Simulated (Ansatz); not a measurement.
The end point of a relaxation of AlN. These are PBE (plane waves to 420 eV, PAW, scalar-relativistic; Ansatz, a first-principles code) values and carry that method's errors.

```
CELL_PARAMETERS angstrom
      3.11773     0.00000     0.00000
     -1.55886     2.70003     0.00000
      0.00000     0.00000    15.19592
ATOMIC_POSITIONS crystal
  Al 0.00000 0.00000 0.99965
  Al 0.00000 0.00000 0.49965
  Al 0.66667 0.33333 0.83389
  Al 0.33333 0.66667 0.33389
  Al 0.66667 0.33333 0.16673
  Al 0.33333 0.66667 0.66673
  N  0.00000 0.00000 0.87450
  N  0.00000 0.00000 0.37450
  N  0.66667 0.33333 0.70803
  N  0.33333 0.66667 0.20803
  N  0.66667 0.33333 0.04091
  N  0.33333 0.66667 0.54091
```

**Question.** Determine the symmetry and give the standard cell with its independent sites.

**Answer.** Space group P6₃mc (No. 186); a = 3.118 Å, b = 3.118 Å, c = 15.196 Å, α = 90.00°, β = 90.00°, γ = 120.00°

| atom | site | symmetry | x | y | z |
|---|---|---|---|---|---|
| Al | 2a | 3m. | 0.0000 | 0.0000 | 0.4996 |
| Al | 2b | 3m. | 0.3333 | 0.6667 | 0.3339 |
| Al | 2b | 3m. | 0.3333 | 0.6667 | 0.6667 |
| N | 2a | 3m. | 0.0000 | 0.0000 | 0.3745 |
| N | 2b | 3m. | 0.3333 | 0.6667 | 0.2080 |
| N | 2b | 3m. | 0.6667 | 0.3333 | 0.0409 |

This is the AFLOW prototype AB_hP12_186_a2b_a2b (B6, as in SiC).

**Question.** Give the shortest distances between elements (the closest pairs, up to four, under 3.6 Å).

**Answer.** Al–N 1.90 Å; Al–Al 3.10 Å; N–N 3.10 Å.

| Quantity | Value |
|---|---|
| Volume per atom | 10.66 Å³ |
| Density | 3.19 g/cm³ |
| Band gap | 3.80 eV, indirect (valence top at Γ, conduction bottom at M) (no spin-orbit coupling) |
| Smallest direct gap | 4.00 eV at Γ |

No spin polarisation in the result.

The run could not lose the symmetry of its start.

The first start was generated by placing the elements on the sites of a structure type. A measured structure of AlN has the same space group, P6₃mc (No. 186); the sites were not compared with it.
